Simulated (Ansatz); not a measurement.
ZrPbO₃ (cubic perovskite, Pm-3m), PBEsol (plane waves, PAW; program Ansatz). The conduction-band minimum lies at X, with 3 equivalent valleys. Second derivatives d²E/dk² of the lowest band at one valley (eV·Å²), along Cartesian directions:

```tsv
direction	d²E/dk²
[100]	22.88
[010]	22.88
[001]	40.96
[110]	22.86
[101]	31.91
[011]	31.91
```

Task: Find the principal effective masses, the density-of-states mass and the conductivity mass.

Result: Off-diagonal terms follow from H_xy = H[110] − (H_xx + H_yy)/2, and m*/mₑ = 7.620 eV·Å² over each eigenvalue: 0.19, 0.33, 0.33. One valley's DOS mass (m₁m₂m₃)^(1/3) = 0.27, conductivity mass 3/(Σ 1/mᵢ) = 0.26 mₑ.

Task: What effective density of states Nc follows at 300 K for parabolic valleys?

Result: Nc = 2.509e19 × 3 × (0.27)^(3/2) ≈ 1.1e19 cm⁻³.

The first step of the workflow began from a Materials Project structure, measured or hypothetical; the Crystallography Open Database copy checked does not list it. COD files the formula under space group No. 38, 55, so this cell is another polymorph or a model. Whether it is the stable phase at ambient conditions was not checked. Symmetry was held in the PBEsol relaxation. At this level the phase is dynamically unstable (imaginary phonons). The run is not spin-polarised. Spin–orbit coupling is left out wherever it is not named.

Potentials: the later of the program's two PAW sets.

Edges and masses are those of Kohn–Sham bands, whose gap is no quasiparticle gap.
